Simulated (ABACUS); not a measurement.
Worked example: self-consistent single point of Pt (Fm-3m, 1 atom in the cell; from Materials Project mp-126) in ABACUS.

Computed with PBE, PseudoDojo 0.5 standard norm-conserving PBE (tails mended) pseudopotentials (plane waves; ABACUS).

```yaml
crystal:
  lattice:
    - [0.00000, 1.97158, 1.97158]
    - [1.97158, 0.00000, 1.97158]
    - [1.97158, 1.97158, 0.00000]
  atoms:
    - { symbol: Pt, position: [0.00000, 0.00000, 0.00000] }
```

Reference input (self-consistent single point, DFT, PBE, plane waves, PseudoDojo 0.5 standard norm-conserving PBE (tails mended) pseudopotentials): KPT = MP 19 19 19 0 0 0; basis_type = pw; dft_functional = PBE; ecutwfc = 84 Ry; smearing_method = gaussian; smearing_sigma = 0.0146997 Ry; potentials = PseudoDojo 0.5 standard norm-conserving PBE (tails mended); symmetry = 1; symmetry_prec = 1e-05; ks_solver = dav; scf_nmax = 100; scf_thr = 1.0e-09 Ry. This run's input differs from it in these lines:

```diff
@@ -42,3 +42,3 @@
 MP
-19 19 19 0 0 0
+3 3 3 0 0 0
```

Log, with long lists cut:

```
 SELF-CONSISTENT
 -------------------------------------------
                                 init_chg = atomic

 PW ALGORITHM --------------- ION=   1  ELEC=   1--------------------------------
 Notice: Threshold on eigenvalues was too large.

 Density error is 0.0899844108213
                          Error Threshold = 0.000505315271325
 E_KohnSham     -261.1343507071      -3552.9151131475
 E_Fermi        1.7213638858         23.4203571779

 PW ALGORITHM --------------- ION=   1  ELEC=   2--------------------------------

 Density error is 0.00794264828338
                          Error Threshold = 0.000499913393451
   [... lines left out ...]

 Density error is 1.39804954912e-08
                          Error Threshold = 8.97326184803e-10
 E_KohnSham     -261.1416872465      -3553.0149318861
 E_Fermi        1.6376740795         22.2816989478

 PW ALGORITHM --------------- ION=   1  ELEC=   8--------------------------------

 Density error is 7.86317049731e-10
                          Error Threshold = 7.76694193953e-11
 E_KohnSham     -261.1416872480      -3553.0149319065
 E_KS(sigma->0) -261.1381352577      -3552.9666045996
 E_entropy(-TS) -0.0071039805        -0.0966546138
 E_Fermi        1.6376899322         22.2819146355
 charge density convergence is achieved
 final etot is -3553.0149319 eV
 EFERMI = 22.281914635 eV

 STATE ENERGY(eV) AND OCCUPATIONS    NSPIN == 1
   [... 16 lines left out ...]

 TOTAL-FORCE (eV/Angstrom)
                       Pt1         0.0000000000         0.0000000000         0.0000000000

 TOTAL-STRESS (KBAR)
       141.0065133411         0.0000000000         0.0000000000
         0.0000000000       141.0065133411        -0.0000000000
         0.0000000000        -0.0000000000       141.0065133411
 TOTAL-PRESSURE: 141.006513 KBAR

 --------------------------------------------
 !FINAL_ETOT_IS -3553.0149319065239979 eV
 --------------------------------------------
```

The run converged in 8 iterations. Against the reference run the free energy rises by 603 meV/atom and the pressure goes from 4.93 to 14.10 GPa.

This run is one point of a test of settings, so its values need not be converged; read them against the reference run alone. The structure comes from a collection of computed structures, made at another level of theory; the collection holds predicted forms beside known ones. No clean gap shows at this smearing width and mesh (spacing up to 0.92 Å⁻¹); the mesh is coarse for partly filled bands, so the values carry mesh errors.

“Tails mended”: in these copies of the files the far tail of each local potential was reset to the Coulomb form.
